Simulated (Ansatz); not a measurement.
Zr3HRh:
```
Zr3HRh
1.0
    4.36294     0.00000     0.00000
    0.00000     4.36294     0.00000
    0.00000     0.00000     4.36294
Rh Zr H
1 3 1
Direct
  0.00000   0.00000   0.00000
  0.50000   0.50000   0.00000
  0.50000   0.00000   0.50000
  0.00000   0.50000   0.50000
  0.50000   0.50000   0.50000
```

Relaxed with PBE. Special points in fractions of this cell's reciprocal vectors: Γ (0.000, 0.000, 0.000); X (0.000, 0.500, 0.000); M (0.500, 0.500, 0.000); R (0.500, 0.500, 0.500).

### Question
List the band energies nearest the Fermi level at these points for PBE (plane waves, PAW; program Ansatz).

### Answer
In eV from the Fermi level; about four levels below and three above (degenerate sets whole), none deeper than 8.9 eV; points with the same levels are listed once.

```json
[
 {"k": "Γ", "below": "-3.10 -3.10 -3.10 -0.34 -0.34 -0.34", "above": "1.13 1.13 3.06 3.06 3.06"},
 {"k": "X", "below": "-1.29 -1.25 -0.64 -0.64", "above": "1.09 1.09 1.17"},
 {"k": "M", "below": "-0.79 -0.63 -0.44 -0.44", "above": "1.51 1.51 1.85 1.85"},
 {"k": "R", "below": "-1.66 -1.66 -0.91 -0.91 -0.91", "above": "0.81 0.81 0.81"}
]
```

Space group Pm-3m. The start of the workflow was typed in or built on a structure type; neither database checked (COD, Materials Project) lists it. Whether it is the stable phase at ambient conditions was not checked. The PBE relaxation kept the symmetry of its start; whether a distortion lowers the energy is not shown. No spin polarisation was allowed. Scalar-relativistic: spin–orbit coupling is off unless named, which matters more the heavier the elements.

Potentials: the earlier of the program's two PAW sets.
